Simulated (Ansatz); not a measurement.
Starting structure, O put at a hollow Ag-Ag-Ag site (Ag, P6_3/mmc (No. 194), (0 0 1) face):

```
Ag O
1.0
     2.87095    0.00000    0.00000
    -1.43548    2.48632    0.00000
     0.00000    0.00000   35.34160
Ag O
8 1
Direct
  0.33333 0.66667 0.24051
  0.00000 0.00000 0.30657
  0.66667 0.33333 0.37262
  0.00000 0.00000 0.43868
  0.33333 0.66667 0.50494
  0.00000 0.00000 0.57083
  0.66667 0.33333 0.63645
  0.00000 0.00000 0.70249
  0.33333 0.66667 0.73983
```

Computed with DFT PBEsol, scalar-relativistic, plane waves, PAW (Ansatz 0.2.0). Settings: cutoff 420 eV, Γ-centred mesh 12×12×1 on the computed 9-atom cell, Gaussian smearing of 0.10 eV; no spin polarisation. The cell repeats along c with a dipole correction in the vacuum.

Atoms 1, 2, 3, 4 (counted from 1) are held. The cell is fixed. Force threshold 0.03 eV/Å.

```csv
step,E − E_final (eV),largest force (eV/Å)
1,0.008,0.316
2,0.003,0.229
3,0.000,0.007
4,0.000,0.007
```

(1) What is the final structure?

The end is the local minimum or symmetric point that this start leads to.

Spin polarisation was left out, and a magnetic state may lie lower.

Results:

(1)
```xyz
9
Lattice="2.8710 0.0000 0.0000 -1.4355 2.4863 0.0000 0.0000 0.0000 35.3416" Properties=species:S:1:pos:R:3 pbc="T T T"
Ag    0.0000    1.6575    8.5000
Ag    0.0000    0.0000   10.8345
Ag    1.4355    0.8288   13.1690
Ag    0.0000    0.0000   15.5035
Ag    0.0000    1.6575   17.8362
Ag    0.0000    0.0000   20.1725
Ag    1.4355    0.8288   22.5074
Ag    0.0000    0.0000   24.8190
O     0.0000    1.6575   26.0996
```

The reference crystal is a form of Ag, which isn't its usual structure.

Cost: 1 run of about 2 core-minutes, on Intel Xeon 6975P-C (Granite Rapids) (shared hosts).